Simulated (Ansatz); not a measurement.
In$_{2}$Si$_{2}$O$_{7}$ in space group C2/m (No. 12; Pearson symbol mS22), the program Ansatz at the LDA level (PAW). The conduction-band minimum lies at Γ, with 1 equivalent valley. Second derivatives d²E/dk² of the lowest band at one valley (eV·Å²), along Cartesian directions:

```json
[
 {"direction": "[100]", "d²E/dk²": "21.05"},
 {"direction": "[010]", "d²E/dk²": "21.48"},
 {"direction": "[001]", "d²E/dk²": "19.48"},
 {"direction": "[110]", "d²E/dk²": "21.27"},
 {"direction": "[101]", "d²E/dk²": "21.23"},
 {"direction": "[011]", "d²E/dk²": "20.48"}
]
```

Find the principal effective masses, the density-of-states mass and the conductivity mass.

Off-diagonal terms follow from H_xy = H[110] − (H_xx + H_yy)/2, and m*/mₑ = 7.620 eV·Å² over each eigenvalue: 0.35, 0.35, 0.40. One valley's DOS mass (m₁m₂m₃)^(1/3) = 0.37, conductivity mass 3/(Σ 1/mᵢ) = 0.37 mₑ.

What effective density of states Nc follows at 300 K for parabolic valleys?

Nc = 2.509e19 × 1 × (0.37)^(3/2) ≈ 5.6e18 cm⁻³.

With the computed static dielectric constant 9.34 (mean of the diagonal), estimate a hydrogenic donor's binding energy and radius.

E = 13.606 eV × 0.37/9.34² ≈ 58 meV; a = 0.529 Å × ε/m* ≈ 13 Å. Semilocal masses tend to be too small where the gap is.

The first step of the workflow began from a Materials Project structure, measured or hypothetical; the Crystallography Open Database files this formula in space group No. 12, but the cells were not matched. Whether it is the stable phase at ambient conditions was not checked. The cell was relaxed with LDA under the symmetry of its start; phonons on a q-mesh show no instability. Scalar-relativistic: spin–orbit coupling is off unless named, which matters more the heavier the elements.

Potentials: the later of the program's two PAW sets.
